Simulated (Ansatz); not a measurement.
W2N:
```yaml
crystal:
  lattice:
    - [2.79234, 0.00000, 0.00000]
    - [-1.39617, 2.41823, 0.00000]
    - [0.00000, 0.00000, 5.41076]
  atoms:
    - { symbol: N, position: [0.00000, 0.00000, 0.00000] }
    - { symbol: W, position: [0.33333, 0.66667, 0.26922] }
    - { symbol: W, position: [0.66667, 0.33333, 0.73078] }
```

Relaxed with r²SCAN. Special points in fractions of this cell's reciprocal vectors: Γ (0.000, 0.000, 0.000); M (0.500, 0.000, 0.000); K (0.333, 0.333, 0.000); A (0.000, 0.000, 0.500); L (0.500, 0.000, 0.500); H (0.333, 0.333, 0.500).

Question: List the band energies nearest the Fermi level at these points for r²SCAN (plane waves, PAW; program Ansatz).

Answer: In eV from the Fermi level; about four levels below and three above (degenerate sets whole), none deeper than 8.9 eV; points with the same levels are listed once.

```json
[
 {"k": "Γ", "below": "-3.21 -1.83 -1.29 -1.29", "above": "0.02 0.02 1.16 1.16"},
 {"k": "M", "below": "-5.64 -3.60 -2.29 -1.43", "above": "2.54 2.66 3.56"},
 {"k": "K", "below": "-3.38 -3.38 -0.11 -0.11", "above": "0.29 2.23 3.41 3.41"},
 {"k": "A", "below": "-3.91 -1.59 -1.59 -0.97", "above": "0.82 0.82 2.22 2.22"},
 {"k": "L", "below": "-5.20 -3.54 -2.71 -2.12", "above": "0.17 2.66 4.34"},
 {"k": "H", "below": "-3.91 -2.91 -2.91 -0.56", "above": "1.14 1.14 2.47 2.47"}
]
```

Space group P-3m1 (anti-CdI2 type). The cell is a constructed one: a structure type filled with these elements; neither database checked (COD, Materials Project) lists it. Whether it is the stable phase at ambient conditions was not checked. The r²SCAN relaxation kept the symmetry of its start; whether a distortion lowers the energy is not shown. The run is not spin-polarised. With an odd number of electrons in the cell and no spin polarisation, the count alone makes it a metal. Scalar-relativistic: spin–orbit coupling is off unless named, which matters more the heavier the elements.

Potentials: the later of the program's two PAW sets.
